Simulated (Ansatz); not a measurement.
**Is this Hf₄F₃ structure a true minimum?**

The cell was found from a proposed guess, not taken from experiment.

These are results of DFT PBE, scalar-relativistic, plane waves, PAW in Ansatz, not measurements. Plane waves to 420 eV, a k mesh through Γ of 12×12×4 on the computed 7-atom cell and Gaussian smearing (0.10 eV); no spin polarisation.

The cell below (7 atoms, space group P-3m1 (No. 164)) is relaxed within its symmetry.

```cif
data_structure
_symmetry_space_group_name_H-M 'P 1'
_symmetry_Int_Tables_number 1
_cell_length_a 3.1804
_cell_length_b 3.1804
_cell_length_c 14.0944
_cell_angle_alpha 90.000
_cell_angle_beta 90.000
_cell_angle_gamma 120.000
_cell_volume 123.46
loop_
_atom_site_label
_atom_site_type_symbol
_atom_site_fract_x
_atom_site_fract_y
_atom_site_fract_z
_atom_site_occupancy
Hf1 Hf 0.66667 0.33333 0.87113 1
Hf2 Hf 0.33333 0.66667 0.12887 1
Hf3 Hf 0.66667 0.33333 0.29832 1
Hf4 Hf 0.33333 0.66667 0.70168 1
F1 F 0.00000 0.00000 0.00000 1
F2 F 0.33333 0.66667 0.39728 1
F3 F 0.66667 0.33333 0.60272 1
```

For the test it was strained at random (σ = 1.5 % a component), the atoms were moved at random (σ = 0.15 Å), and all was relaxed again on a coarse 6×6×2 mesh (in the run’s order of axes) with 0.20 eV smearing, with no symmetry imposed.

These runs have no spin–orbit coupling, which can matter for Hf. An odd number of electrons in the primitive cell allows no gap without spin; a larger cell or a magnetic state could open one. The cell is a metal run without spin; a magnetic state may lie lower.

Question: What happens?

Answer: It doesn't return. The energy falls by 75 meV/atom on that mesh, the volume changes by 5.2 %, and the end has space group Cm (No. 8) at a loose tolerance. Relaxed again on a 12×12×2 mesh with 0.10 eV smearing, the new structure lies 84 meV/atom below the first (mesh in the axes of the run's cell; the cell below is made exact in the group named). Space group Cm (No. 8), monoclinic, a = 5.511 Å, b = 3.183 Å, c = 14.865 Å, β = 91.2°. Hf on its first site has 1 F at 2.79 Å and 9 Hf at 3.02–3.18 Å; Hf on its second site is surrounded by 3 F at 2.29 Å, 3 Hf at 3.00 Å and 6 Hf at 3.18 Å; around Hf on its third site lie 3 F at 2.31 Å, 3 Hf at 3.00 Å and 6 Hf at 3.18 Å; around F on its first site lie 3 Hf at 2.29 Å and 1 Hf at 2.79 Å; 3 more sites not described.

```cif
data_structure
_symmetry_space_group_name_H-M 'P 1'
_symmetry_Int_Tables_number 1
_cell_length_a 3.1820
_cell_length_b 3.1820
_cell_length_c 14.8651
_cell_angle_alpha 91.001
_cell_angle_beta 91.001
_cell_angle_gamma 60.014
_cell_volume 130.33
loop_
_atom_site_label
_atom_site_type_symbol
_atom_site_fract_x
_atom_site_fract_y
_atom_site_fract_z
_atom_site_occupancy
Hf1 Hf 0.84897 0.84897 0.85359 1
Hf2 Hf 0.19750 0.19750 0.13376 1
Hf3 Hf 0.53958 0.53958 0.29340 1
Hf4 Hf 0.50683 0.50683 0.69237 1
F1 F 0.85911 0.85911 0.04138 1
F2 F 0.21126 0.21126 0.38731 1
F3 F 0.83512 0.83512 0.59818 1
```
